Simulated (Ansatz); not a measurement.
Relaxation of a relaxed Mo cell displaced along its unstable phonon at q = (½, 0, 0) of its primitive reciprocal cell (122i cm⁻¹), largest move 0.15 Å; 2 atoms in the cell, which starts as Pmma (No. 51), oP2; a = 5.1386 Å, b = c = 2.5693 Å, α = β = γ = 90.00°. Method: PBEsol (plane waves to 420 eV, PAW, scalar-relativistic; Ansatz, a first-principles code). Γ-centred k-mesh 7×13×13 on the run's cell (coarser than for final values), Fermi–Dirac smearing 0.05 eV. This is the first round of the run. 

The optimiser's lines from the output (shortened; P is positive under compression):

```
relax step   1: F+E_penalty+E_count = -9792.74003261 eV  Δ(F+E_penalty+E_count) = +0.000e0 eV  max|allowed force component| = 5.676e-1 eV/Å  Δτ_max = 0.0000 Å  P = -0.731 GPa  Ω = 33.922 Å³  (6 SCF iters, dr2 threshold 1.00e-7 eV, accepted)
relax step   2: F+E_penalty+E_count = -9793.03385727 eV  Δ(F+E_penalty+E_count) = -2.938e-1 eV  max|allowed force component| = 7.110e-1 eV/Å  Δτ_max = 0.1949 Å  P = +0.083 GPa  Ω = 33.297 Å³  (6 SCF iters, dr2 threshold 2.00e-7 eV, accepted)
relax step   3: F+E_penalty+E_count = -9793.18026734 eV  Δ(F+E_penalty+E_count) = -1.464e-1 eV  max|allowed force component| = 1.567e-2 eV/Å  Δτ_max = 0.1955 Å  P = -0.906 GPa  Ω = 32.919 Å³  (6 SCF iters, dr2 threshold 2.00e-7 eV, accepted)
relax step   4: F+E_penalty+E_count = -9793.19645523 eV  Δ(F+E_penalty+E_count) = -1.619e-2 eV  max|allowed force component| = 1.978e-2 eV/Å  Δτ_max = 0.0231 Å  P = +0.124 GPa  Ω = 32.721 Å³  (6 SCF iters, dr2 threshold 2.00e-7 eV, accepted)
relax step   5: F+E_penalty+E_count = -9793.19676022 eV  Δ(F+E_penalty+E_count) = -3.050e-4 eV  max|allowed force component| = 1.674e-2 eV/Å  Δτ_max = 0.0062 Å  P = -0.186 GPa  Ω = 32.766 Å³  (6 SCF iters, dr2 threshold 2.00e-7 eV, accepted)
relax step   6: F+E_penalty+E_count = -9793.19731245 eV  Δ(F+E_penalty+E_count) = -5.522e-4 eV  max|allowed force component| = 1.624e-2 eV/Å  Δτ_max = 0.0186 Å  P = +0.105 GPa  Ω = 32.716 Å³  (6 SCF iters, dr2 threshold 2.00e-7 eV, accepted)
relax step   7: F+E_penalty+E_count = -9793.19802993 eV  Δ(F+E_penalty+E_count) = -7.175e-4 eV  max|allowed force component| = 9.154e-3 eV/Å  Δτ_max = 0.0383 Å  P = +0.229 GPa  Ω = 32.683 Å³  (6 SCF iters, dr2 threshold 2.00e-7 eV, accepted)
relax step   8: F+E_penalty+E_count = -9793.19853904 eV  Δ(F+E_penalty+E_count) = -5.091e-4 eV  max|allowed force component| = 2.301e-4 eV/Å  Δτ_max = 0.0154 Å  P = +0.146 GPa  Ω = 32.682 Å³  (6 SCF iters, dr2 threshold 2.00e-7 eV, accepted)
relax step   9: F+E_penalty+E_count = -9793.19863184 eV  Δ(F+E_penalty+E_count) = -9.280e-5 eV  max|allowed force component| = 1.950e-4 eV/Å  Δτ_max = 0.0007 Å  P = -0.149 GPa  Ω = 32.717 Å³  (6 SCF iters, dr2 threshold 2.00e-7 eV, accepted)
relax step  10: F+E_penalty+E_count = -9793.19866608 eV  Δ(F+E_penalty+E_count) = -3.424e-5 eV  max|allowed force component| = 1.806e-5 eV/Å  Δτ_max = 0.0004 Å  P = +0.019 GPa  Ω = 32.690 Å³  (6 SCF iters, dr2 threshold 2.00e-7 eV, accepted)
relax step  11: F+E_penalty+E_count = -9793.19866616 eV  Δ(F+E_penalty+E_count) = -7.824e-8 eV  max|allowed force component| = 5.386e-6 eV/Å  Δτ_max = 0.0000 Å  P = -0.003 GPa  Ω = 32.693 Å³  (7 SCF iters, dr2 threshold 3.63e-9 eV, accepted)
relax step  12: F+E_penalty+E_count = -9793.19850710 eV  Δ(F+E_penalty+E_count) = +1.591e-4 eV  max|allowed force component| = 5.387e-6 eV/Å  Δτ_max = 0.0000 Å  P = -0.004 GPa  Ω = 32.693 Å³  stress off target by 1.04e-2 GPa  SCF on the basis re-selected at this cell (its energy is not comparable with the rows above)  (6 SCF iters)
```

From the first to the last row the energy changes by -0.23 eV/atom and the volume by -3.6 %. The last row is marked as not comparable with the walk above it, whose basis was carried along; it does compare with step 1, since both stand on a basis selected at the nominal cutoff for their own cell.

Later rounds, restarted from the end of this one on a renewed k-mesh, logged 12 more steps. The final structure after all rounds: Cmmm (No. 65), oS2; a = 2.6221 Å, b = 5.0000 Å, c = 2.4911 Å, α = 90.00°, β = 90.00°, γ = 90.00°. Between re-selections the logged energies stand on a plane-wave basis carried along with the cell. No spin polarisation in the result.

The run could not lose the symmetry of its start, so the end can be a saddle point.

The relaxed structure here is a generated cell of Mo: the first start was made by placing the elements on the sites of a structure type, and the end was not matched to a known phase here, so it may be hypothetical. Known forms of Mo include space group No. 229.
